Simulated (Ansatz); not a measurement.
Values for one crystal, relaxed and computed with r²SCAN in the plane-wave PAW code Ansatz; other levels are named.

| Item | Result |
|---|---|
| Volume per atom | 17.63 Å³ |
| Band gap | 3.47 eV (indirect) |
| Hole effective mass, band 1 of 3 at the edge | 0.94 along [100], 8.0 along [110], 2.3 along [111] (mₑ) |
| Pressure derivative B′ | 4.0 |
| Mechanical stability | stable (all eigenvalues of C positive) |
| Bulk modulus (Birch–Murnaghan fit) | 79.8 GPa |
| Smallest direct gap on the standard path | 4.64 eV |

Pick the material that matches.
A) YN, rock salt
B) MgS, rock salt
C) PtS, P4_2/mmc (Pt on 2c, S on 2e)
D) CdS, wurtzite

B, MgS, rock salt

Space group Fm-3m (rock salt). The r²SCAN relaxation kept the symmetry of its start.

Potentials: the earlier of the program's two PAW sets.
